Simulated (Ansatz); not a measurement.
**Relaxing an invented SiGe₂ structure**

The calculation used DFT PBE, scalar-relativistic, plane waves, PAW (Ansatz). Cutoff 420 eV, Gaussian smearing, Γ-centred meshes. Cell and atoms relax first on a coarse mesh and then on a finer one. In between, the cell is made exact in the group found at 0.06 Å. In metals the finer mesh still leaves noise of several meV/atom or more. The steps can't lower the symmetry of their start. No spin polarisation.

The cell of SiGe₂ is invented: random cell by space group and Wyckoff sites (Fm-3m, No. 225). The dimensions are guesses.

```cif
data_structure
_symmetry_space_group_name_H-M 'Fm-3m'
_symmetry_Int_Tables_number 225
_cell_length_a 5.0639
_cell_length_b 5.0639
_cell_length_c 5.0639
_cell_angle_alpha 90.000
_cell_angle_beta 90.000
_cell_angle_gamma 90.000
_cell_volume 129.86
loop_
_atom_site_label
_atom_site_type_symbol
_atom_site_symmetry_multiplicity
_atom_site_Wyckoff_symbol
_atom_site_fract_x
_atom_site_fract_y
_atom_site_fract_z
_atom_site_occupancy
Si1 Si 4 a 0.00000 0.00000 0.00000 1
Ge1 Ge 8 c 0.25000 0.75000 0.75000 1
```

Energies over the elements count from the elements' standard structures at the same level, with no fitted energy shifts.

Question: Describe the relaxed structure.

Answer: The symmetry stays Fm-3m (No. 225). The end has the fluorite type. The volume per atom grows by 85.3 %, from 10.8 to 20.1 Å³. The shortest distance goes from 2.19 Å (Si–Ge) to 2.69 Å (Si–Ge). The energy falls by about 2.4 eV/atom (the start's value is from the coarse mesh). Conventional cell: a = 6.220 Å. Si has 8 Ge at 2.69 Å; Ge has 4 Si at 2.69 Å and 6 Ge at 3.11 Å.

```xyz
3
Lattice="0.0000 3.1100 3.1100 3.1100 0.0000 3.1100 3.1100 3.1100 0.0000" Properties=species:S:1:pos:R:3 pbc="T T T"
Si    0.0000    0.0000    0.0000
Ge    1.5550    1.5550    1.5550
Ge    4.6650    4.6650    4.6650
```

Question: Give its energy and gap.

Answer:

| Property | Result |
| --- | --- |
| Formation energy | +0.39 eV/atom |
| Gap on the 14×14×14 mesh of the 3-atom cell | 0 eV (a metal) |

It can't be a ground state, since the elements alone are lower.

The last run used Gaussian smearing of 0.10 eV. A structure relaxed within its symmetry needn't be a true minimum. In all, the 3 runs took 33 s on 1 thread of Arm Neoverse V1, with other jobs on the host. Another cell of SiGe2 relaxed alike, in P4/mmm, lies 84 meV/atom lower, so this cell isn't the stable form at this level.
